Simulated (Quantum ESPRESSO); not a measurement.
Simulation results for Ag3W5 (simulated cell)

Computed with Quantum ESPRESSO 7.5. Calculation on a made-up metal alloy cell, not a measurement: no spin or spin-orbit, unrelaxed, 2900 K smearing, stress positive in tension, cell energy less fitted offsets; periodic Kohn-Sham density functional theory in plane waves with PseudoDojo standard norm-conserving scalar-relativistic pseudopotentials, each functional with its own files (v0.5 for PBE, v0.4.1 for LDA and PBEsol), eight atoms on drawn sites of a strained close-packed or body-centred lattice, each displaced and held fixed; the energy is the cell's free energy, ions and the entropy term -TS included, at the stated Fermi-Dirac width, less a fixed offset for each atom's element (shifted free energy); compositions with an open d shell lost a parallel starting moment in a cheaper test run, and other magnetic orders were not tried; an error bar is the largest change of its kind in a tighter rerun, never given below 0.002 eV, 0.02 GPa or 0.003 eV/angstrom, and covers cutoff and k-mesh only, not smearing or the files.

### Ag3W5 (simulated cell)

```cif
# cell vector a (Å): 0.0016 4.1023 0.0108
# cell vector b (Å): -4.1467 -0.0125 -4.1554
# cell vector c (Å): -4.2245 0.0092 4.2332
data_Ag3W5
_symmetry_space_group_name_H-M 'P 1'
_symmetry_Int_Tables_number 1
_cell_length_a 4.1023
_cell_length_b 5.8705
_cell_length_c 5.9805
_cell_angle_alpha 90.119
_cell_angle_beta 89.821
_cell_angle_gamma 90.245
_cell_volume 144.02
loop_
_atom_site_label
_atom_site_type_symbol
_atom_site_fract_x
_atom_site_fract_y
_atom_site_fract_z
_atom_site_occupancy
Ag1 Ag 0.01395 0.00716 0.99747 1
W1 W 0.00018 0.01086 0.50043 1
Ag2 Ag 0.00417 0.48016 0.00888 1
W2 W 0.98541 0.50964 0.50327 1
Ag3 Ag 0.49402 0.25243 0.25215 1
W3 W 0.51062 0.24419 0.75562 1
W4 W 0.49148 0.75503 0.26536 1
W5 W 0.49506 0.74522 0.74411 1
```

Here we set lattice type face-centred cubic, functional pbe, cutoff 1116 eV, fermi dirac smearing 0.25 eV, electrons removed 0, run command mpirun -np 4 pw.x -nk 4 -in in, run processor Intel Xeon, older, virtual cores and k mesh 6 x 4 x 4 shifted half a step off Gamma on each axis.

The calculation gives: entropy term negative ts -1.457 eV; pressure -14.69 GPa; stress xx 15.82 GPa; stress yy 13.95 GPa; stress zz 14.29 GPa; stress yz 0.5 GPa; stress xz 0.66 GPa; stress xy 0.19 GPa; shifted free energy 1.574 eV.

Atoms:
```
atoms element  atom site  atom energy offset (eV)
           Ag          1                 -4218.03
            W          2                 -2063.48
           Ag          3                 -4218.03
            W          4                 -2063.48
           Ag          5                 -4218.03
            W          6                 -2063.48
            W          7                 -2063.48
            W          8                 -2063.48
```

Forces:
```
site  x (eV/Å)  y (eV/Å)  z (eV/Å)
   1     0.353    -0.394     0.687
   2    -0.134     -0.05      0.53
   3    -0.616    -0.156    -0.764
   4    -0.527     0.331    -0.026
   5    -0.156     0.219     0.117
   6     1.329     -0.26    -1.106
   7    -0.799     0.203     0.887
   8     0.552     0.107    -0.325
```

Notes: heavy elements are run without spin-orbit coupling, which real alloys of them have; a spin test at this wide smearing found no moment, but such smearing suppresses magnetism that the real alloy may have; lattice, volume and sites are drawn at random and may be unstable or far from any real phase; energies are for the whole cell, less offsets fitted to these runs, so they are not formation energies; error bars: energy 0.011 eV, stress 0.12 GPa, force 0.012 eV/Å, from a tighter rerun of this cell; 16 SCF iterations, 408 s of wall time on a shared machine.
